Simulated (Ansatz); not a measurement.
Β-Si3N4 (relaxed group P6_3/m): a relaxation of cell and atoms in Ansatz 0.2.0 (PBE). The start is a rough guess from atomic radii.

```yaml
crystal:
  lattice:
    - [7.60454444, 0.0, 0.0]
    - [-3.80227222, 6.58572867, 0.0]
    - [0.0, 0.0, 2.90519908]
  atoms:
    - { symbol: Si, position: [0.23108243, 0.82494615, 0.75] }
    - { symbol: Si, position: [0.40613628, 0.23108243, 0.25] }
    - { symbol: Si, position: [0.82494615, 0.59386372, 0.25] }
    - { symbol: Si, position: [0.17505385, 0.40613628, 0.75] }
    - { symbol: Si, position: [0.59386372, 0.76891757, 0.75] }
    - { symbol: Si, position: [0.76891757, 0.17505385, 0.25] }
    - { symbol: "N", position: [0.33333333, 0.66666667, 0.75] }
    - { symbol: "N", position: [0.66666667, 0.33333333, 0.25] }
    - { symbol: "N", position: [0.96919449, 0.6698534, 0.75] }
    - { symbol: "N", position: [0.29934109, 0.96919449, 0.25] }
    - { symbol: "N", position: [0.6698534, 0.70065891, 0.25] }
    - { symbol: "N", position: [0.3301466, 0.29934109, 0.75] }
    - { symbol: "N", position: [0.03080551, 0.3301466, 0.25] }
    - { symbol: "N", position: [0.70065891, 0.03080551, 0.75] }
kpoints:
  mp_grid: { grid: [6, 6, 8] }
hamiltonian:
  xc: pbe
scf:
  occupations: { method: fermi_dirac, width: 0.02 }
relax:
  f_tol: 0.005
  cell: {}
```

The trajectory has 8 recorded frames, each with fractional positions and then forces in eV/Å along x, y and z. The last, and any step after a large change of cell, is solved on a basis re-selected at its cell; pressure is positive in compression.

Step 1: energy 0.0 meV/atom from step 1, largest force component 0.046 eV/Å, pressure +5.73 GPa; a = 7.605 Å, b = 7.605 Å, c = 2.905 Å, α = 90.00°, β = 90.00°, γ = 120.00°
```
Si 0.2311 0.8249 0.7500     0.009   0.046   0.000
Si 0.4061 0.2311 0.2500    -0.035   0.031   0.000
Si 0.8249 0.5939 0.2500     0.044   0.015   0.000
Si 0.1751 0.4061 0.7500    -0.044  -0.015   0.000
Si 0.5939 0.7689 0.7500     0.035  -0.031   0.000
Si 0.7689 0.1751 0.2500    -0.009  -0.046   0.000
N  0.3333 0.6667 0.7500     0.000   0.000   0.000
N  0.6667 0.3333 0.2500     0.000   0.000   0.000
N  0.9692 0.6699 0.7500     0.013   0.009   0.000
N  0.2993 0.9692 0.2500    -0.002   0.016   0.000
N  0.6699 0.7007 0.2500     0.014  -0.007   0.000
N  0.3301 0.2993 0.7500    -0.014   0.007   0.000
N  0.0308 0.3301 0.2500    -0.013  -0.009   0.000
N  0.7007 0.0308 0.7500     0.002  -0.016   0.000
```

Step 2: energy -2.8 meV/atom from step 1, largest force component 0.031 eV/Å, pressure +2.78 GPa; a = 7.634 Å, b = 7.634 Å, c = 2.915 Å, α = 90.00°, β = 90.00°, γ = 120.00°
```
Si 0.2308 0.8247 0.7500     0.002   0.031   0.000
Si 0.4061 0.2308 0.2500    -0.026   0.017   0.000
Si 0.8247 0.5939 0.2500     0.027   0.014   0.000
Si 0.1753 0.4061 0.7500    -0.027  -0.014   0.000
Si 0.5939 0.7692 0.7500     0.026  -0.017   0.000
Si 0.7692 0.1753 0.2500    -0.002  -0.031   0.000
N  0.3333 0.6667 0.7500     0.000   0.000   0.000
N  0.6667 0.3333 0.2500     0.000   0.000   0.000
N  0.9690 0.6700 0.7500     0.015  -0.003   0.000
N  0.2990 0.9690 0.2500     0.010   0.011   0.000
N  0.6700 0.7010 0.2500     0.005  -0.014   0.000
N  0.3300 0.2990 0.7500    -0.005   0.014   0.000
N  0.0310 0.3300 0.2500    -0.015   0.003   0.000
N  0.7010 0.0310 0.7500    -0.010  -0.011   0.000
```

Step 3: energy -3.4 meV/atom from step 1, largest force component 0.012 eV/Å, pressure +0.09 GPa; a = 7.661 Å, b = 7.661 Å, c = 2.926 Å, α = 90.00°, β = 90.00°, γ = 120.00°
```
Si 0.2309 0.8248 0.7500     0.002   0.012   0.000
Si 0.4061 0.2309 0.2500    -0.009   0.007   0.000
Si 0.8248 0.5939 0.2500     0.011   0.004   0.000
Si 0.1752 0.4061 0.7500    -0.011  -0.004   0.000
Si 0.5939 0.7691 0.7500     0.009  -0.007   0.000
Si 0.7691 0.1752 0.2500    -0.002  -0.012   0.000
N  0.3333 0.6667 0.7500     0.000   0.000   0.000
N  0.6667 0.3333 0.2500     0.000   0.000   0.000
N  0.9690 0.6700 0.7500    -0.001  -0.008   0.000
N  0.2990 0.9690 0.2500     0.007  -0.005   0.000
N  0.6700 0.7010 0.2500    -0.007  -0.004   0.000
N  0.3300 0.2990 0.7500     0.007   0.004   0.000
N  0.0310 0.3300 0.2500     0.001   0.008   0.000
N  0.7010 0.0310 0.7500    -0.007   0.005   0.000
```

Step 4: energy -3.4 meV/atom from step 1, largest force component 0.006 eV/Å, pressure 0.00 GPa; a = 7.662 Å, b = 7.662 Å, c = 2.926 Å, α = 90.00°, β = 90.00°, γ = 120.00°
```
Si 0.2310 0.8249 0.7500     0.002   0.006   0.000
Si 0.4061 0.2310 0.2500    -0.004   0.005   0.000
Si 0.8249 0.5939 0.2500     0.006   0.001   0.000
Si 0.1751 0.4061 0.7500    -0.006  -0.001   0.000
Si 0.5939 0.7690 0.7500     0.004  -0.005   0.000
Si 0.7690 0.1751 0.2500    -0.002  -0.006   0.000
N  0.3333 0.6667 0.7500     0.000   0.000   0.000
N  0.6667 0.3333 0.2500     0.000   0.000   0.000
N  0.9691 0.6700 0.7500    -0.002  -0.004   0.000
N  0.2991 0.9691 0.2500     0.002  -0.004   0.000
N  0.6700 0.7009 0.2500    -0.004   0.000   0.000
N  0.3300 0.2991 0.7500     0.004   0.000   0.000
N  0.0309 0.3300 0.2500     0.002   0.004   0.000
N  0.7009 0.0309 0.7500    -0.002   0.004   0.000
```

Step 5: energy -3.4 meV/atom from step 1, largest force component 0.001 eV/Å, pressure 0.00 GPa; a = 7.662 Å, b = 7.662 Å, c = 2.926 Å, α = 90.00°, β = 90.00°, γ = 120.00°
```
Si 0.2311 0.8250 0.7500     0.000   0.000   0.000
Si 0.4061 0.2311 0.2500     0.000   0.000   0.000
Si 0.8250 0.5939 0.2500     0.000   0.000   0.000
Si 0.1750 0.4061 0.7500     0.000   0.000   0.000
Si 0.5939 0.7689 0.7500     0.000   0.000   0.000
Si 0.7689 0.1750 0.2500     0.000   0.000   0.000
N  0.3333 0.6667 0.7500     0.000   0.000   0.000
N  0.6667 0.3333 0.2500     0.000   0.000   0.000
N  0.9692 0.6700 0.7500     0.001   0.000   0.000
N  0.2992 0.9692 0.2500     0.000   0.001   0.000
N  0.6700 0.7008 0.2500     0.000   0.000   0.000
N  0.3300 0.2992 0.7500     0.000   0.000   0.000
N  0.0308 0.3300 0.2500    -0.001   0.000   0.000
N  0.7008 0.0308 0.7500     0.000  -0.001   0.000
```

Step 6: energy -4.2 meV/atom from step 1, largest force component 0.001 eV/Å, pressure +0.12 GPa; a = 7.662 Å, b = 7.662 Å, c = 2.926 Å, α = 90.00°, β = 90.00°, γ = 120.00°
```
Si 0.2311 0.8250 0.7500     0.000   0.000   0.000
Si 0.4061 0.2311 0.2500     0.000   0.000   0.000
Si 0.8250 0.5939 0.2500     0.000   0.000   0.000
Si 0.1750 0.4061 0.7500     0.000   0.000   0.000
Si 0.5939 0.7689 0.7500     0.000   0.000   0.000
Si 0.7689 0.1750 0.2500     0.000   0.000   0.000
N  0.3333 0.6667 0.7500     0.000   0.000   0.000
N  0.6667 0.3333 0.2500     0.000   0.000   0.000
N  0.9692 0.6700 0.7500     0.001   0.000   0.000
N  0.2992 0.9692 0.2500     0.000   0.001   0.000
N  0.6700 0.7008 0.2500     0.001  -0.001   0.000
N  0.3300 0.2992 0.7500    -0.001   0.001   0.000
N  0.0308 0.3300 0.2500    -0.001   0.000   0.000
N  0.7008 0.0308 0.7500     0.000  -0.001   0.000
```

Step 7: energy -4.2 meV/atom from step 1, largest force component 0.002 eV/Å, pressure 0.00 GPa; a = 7.664 Å, b = 7.664 Å, c = 2.926 Å, α = 90.00°, β = 90.00°, γ = 120.00°
```
Si 0.2311 0.8250 0.7500    -0.001   0.001   0.000
Si 0.4061 0.2311 0.2500    -0.002   0.000   0.000
Si 0.8250 0.5939 0.2500     0.001   0.002   0.000
Si 0.1750 0.4061 0.7500    -0.001  -0.002   0.000
Si 0.5939 0.7689 0.7500     0.002   0.000   0.000
Si 0.7689 0.1750 0.2500     0.001  -0.001   0.000
N  0.3333 0.6667 0.7500     0.000   0.000   0.000
N  0.6667 0.3333 0.2500     0.000   0.000   0.000
N  0.9692 0.6700 0.7500     0.000   0.000   0.000
N  0.2992 0.9692 0.2500     0.000   0.000   0.000
N  0.6700 0.7008 0.2500     0.000   0.000   0.000
N  0.3300 0.2992 0.7500     0.000   0.000   0.000
N  0.0308 0.3300 0.2500     0.000   0.000   0.000
N  0.7008 0.0308 0.7500     0.000   0.000   0.000
```

Step 8: energy -4.2 meV/atom from step 1, largest force component 0.002 eV/Å, pressure 0.00 GPa; a = 7.664 Å, b = 7.664 Å, c = 2.926 Å, α = 90.00°, β = 90.00°, γ = 120.00°
```
Si 0.2311 0.8250 0.7500    -0.001   0.001   0.000
Si 0.4061 0.2311 0.2500    -0.002   0.000   0.000
Si 0.8250 0.5939 0.2500     0.001   0.002   0.000
Si 0.1750 0.4061 0.7500    -0.001  -0.002   0.000
Si 0.5939 0.7689 0.7500     0.002   0.000   0.000
Si 0.7689 0.1750 0.2500     0.001  -0.001   0.000
N  0.3333 0.6667 0.7500     0.000   0.000   0.000
N  0.6667 0.3333 0.2500     0.000   0.000   0.000
N  0.9692 0.6700 0.7500     0.000   0.000   0.000
N  0.2992 0.9692 0.2500     0.000   0.000   0.000
N  0.6700 0.7008 0.2500     0.000   0.000   0.000
N  0.3300 0.2992 0.7500     0.000   0.000   0.000
N  0.0308 0.3300 0.2500     0.000   0.000   0.000
N  0.7008 0.0308 0.7500     0.000   0.000   0.000
```

The walk took 6 steps and changed the volume by +2.3 %. The last SCF, on a fresh basis, lies 4.2 meV an atom below the first. Final cell: it is hexagonal, P6_3/m (No. 176); conventional cell a = 7.664 Å, c = 2.926 Å, 10.63 Å³ an atom. Around Si lie 4 N at 1.74–1.75 Å; around N lie 3 Si at 1.74 Å; around N lie 3 Si at 1.75 Å.

It took 40 s on 1 × NVIDIA H100 80GB HBM3 with 2 threads of AMD EPYC 7R13 Processor (Zen 3), on a shared host, load about 1.4 per core; peak host memory 1.2 GiB.

(Simulation; spin polarisation is off.)
